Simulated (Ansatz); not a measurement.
TiTc:
```
CELL_PARAMETERS angstrom
      3.09043     0.00000     0.00000
      0.00000     3.09043     0.00000
      0.00000     0.00000     3.09043
ATOMIC_POSITIONS crystal
  Tc 0.00000 0.00000 0.00000
  Ti 0.50000 0.50000 0.50000
```

Relaxed with r²SCAN.

Question: Map the electron localisation function on the plane through (0.000, 0.000, 0.000) spanned by u = [1, 0, 0] and v = [0, 1, 1] in lattice vectors, from plane-wave PAW r²SCAN (Ansatz code).

Answer: x is the fraction of u, y of v (the angle between them is 90°; rows are the nearest grid lines); atoms in the plane: Tc at (0.00, 0.00), Ti at (0.50, 0.50).
```
y \ x   0.000  0.0625  0.188  0.250  0.375  0.438  0.562  0.625  0.750  0.812  0.938   1.00
------  -----  ------  -----  -----  -----  -----  -----  -----  -----  -----  -----  -----
1.00    0.097   0.311  0.684  0.471  0.179  0.313  0.313  0.179  0.471  0.684  0.311  0.097
0.909   0.700   0.746  0.688  0.427  0.242  0.375  0.375  0.242  0.427  0.688  0.746  0.700
0.864   0.754   0.755  0.568  0.349  0.305  0.411  0.411  0.305  0.349  0.568  0.755  0.754
0.773   0.319   0.316  0.300  0.296  0.238  0.203  0.203  0.238  0.296  0.300  0.316  0.319
0.682   0.362   0.356  0.230  0.152  0.274  0.378  0.378  0.274  0.152  0.230  0.356  0.362
0.636   0.416   0.375  0.138  0.157  0.584  0.649  0.649  0.584  0.157  0.138  0.375  0.416
0.545   0.312   0.229  0.091  0.338  0.559  0.241  0.241  0.559  0.338  0.091  0.229  0.312
0.455   0.312   0.229  0.091  0.338  0.559  0.241  0.241  0.559  0.338  0.091  0.229  0.312
0.364   0.416   0.375  0.138  0.157  0.584  0.649  0.649  0.584  0.157  0.138  0.375  0.416
0.318   0.362   0.356  0.230  0.152  0.274  0.378  0.378  0.274  0.152  0.230  0.356  0.362
0.227   0.319   0.316  0.300  0.296  0.238  0.203  0.203  0.238  0.296  0.300  0.316  0.319
0.136   0.754   0.755  0.568  0.349  0.305  0.411  0.411  0.305  0.349  0.568  0.755  0.754
0.0909  0.700   0.746  0.688  0.427  0.242  0.375  0.375  0.242  0.427  0.688  0.746  0.700
0.000   0.097   0.311  0.684  0.471  0.179  0.313  0.313  0.179  0.471  0.684  0.311  0.097
```

The density is the valence pseudo-density with augmentation charge, so density and ELF within about 1 Å of a nucleus are not all-electron values.

Space group Pm-3m (CsCl type). The workflow started from an entry of the Crystallography Open Database (COD). Its standing as an ambient phase is unchecked. The cell was relaxed with r²SCAN under the symmetry of its start; whether a distortion lowers the energy is not shown. The run is not spin-polarised.

Potentials: the later of the program's two PAW sets.
